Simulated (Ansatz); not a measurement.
The relaxed structure here is a generated cell of P: the first start was made by a random draw of sites in a space group, and the end was not matched to a known phase here, so it may be hypothetical. Known forms of P include space group No. 64.

A relaxed structure of P. Method: PBE (plane waves to 420 eV, PAW, scalar-relativistic; Ansatz, a program for electronic structure).

```xyz
1
Lattice="1.2731 -2.3905 0.0000 1.2731 2.3905 0.0000 0.0000 0.0000 2.4314" Properties=species:S:1:pos:R:3 pbc="T T T"
P      0.0000     0.0000     1.2157
```

Question: Find the space group and the Wyckoff positions (tolerance 0.01 Å).

Answer: Space group Cmmm (No. 65); a = 2.546 Å, b = 4.781 Å, c = 2.431 Å, α = 90.00°, β = 90.00°, γ = 90.00°

```json
[
 {"atom": "P", "site": "2d", "symmetry": "mmm", "x": "0.5000", "y": "0.5000", "z": "0.5000"}
]
```

Question: Give the shortest distances between elements (the closest pairs, up to four, under 3.6 Å).

Answer: P–P 2.43 Å.

```json
{
  "volume_per_atom": "14.80 Å³",
  "band_gap": "zero (metallic)"
}
```

No spin polarisation in the result. The relaxed primitive cell holds an odd number of electrons. A magnetic state may lie lower.

The run could not lose the symmetry of its start, so the end can be a saddle point.
